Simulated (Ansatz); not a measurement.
Al in space group P6_3/mmc (No. 194; Al on 4f, Al on 2b, Al on 4f, Al on 2a) at seven volumes, the program Ansatz at the r²SCAN level (PAW), shape and atoms relaxed at each. One row is withheld.

```csv
V (Å³/atom),P (GPa)
14.490,10.72
14.968,6.56
15.445,3.02
15.923,0.00
16.401,-2.56
16.879,-4.74
17.356,?
```

Fit the shown pressures and predict the withheld one.

P = (3/2)B₀(x^(7/2) − x^(5/2))[1 + (3/4)(B′ − 4)(x − 1)] with x = (V₀/V)^(2/3). Least squares on the six rows gives V₀ = 15.924 Å³/atom, B₀ = 92.4 GPa, B′ = 4.36. At V = 17.356, x = 0.9442 and P = -6.60 GPa. The run itself gave -6.57 GPa.

The start of the workflow was typed in or built on a structure type; the Crystallography Open Database copy checked does not list it. It is not the phase usual at ambient conditions (space group No. 225). Symmetry was held in the r²SCAN relaxation; its stability against distortions is not shown here.

Potentials: the earlier of the program's two PAW sets.
